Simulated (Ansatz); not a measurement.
MoS₂ in space group P-6m2 (No. 187; Mo on 1a, S on 2h), the program Ansatz at the PBE+D3(BJ) level (PAW), all energies at zero smearing, with the estimated change up to a 700 eV cutoff added, with one set of potentials and settings (totals compare only within such a set). Cell of 3 atoms (1 Mo, 2 S): -6763.955 eV.

| element | reference phase | E (eV/atom) |
|---|---|---|
| Mo | Im-3m, 1 atoms in the cell | -4956.7390 |
| S | Fddd, 32 atoms in the cell | -902.2562 |

Formation energy per atom, worked out: (-6763.955 − 1×(-4956.7390) − 2×(-902.2562))/3 = -0.901 eV/atom (-87 kJ per mol of atoms), at 0 K, without zero-point energy or fitted corrections.

The first step of the workflow began from a Materials Project structure, measured or hypothetical; the Crystallography Open Database copy checked does not list it. It is not the phase usual at ambient conditions (space group No. 160, 194). The PBE+D3(BJ) relaxation kept the symmetry of its start. At this level the phase is mechanically unstable. The run is not spin-polarised. The references are the lowest solids computed at this level, not always the standard phases.

Potentials: the later of the program's two PAW sets.
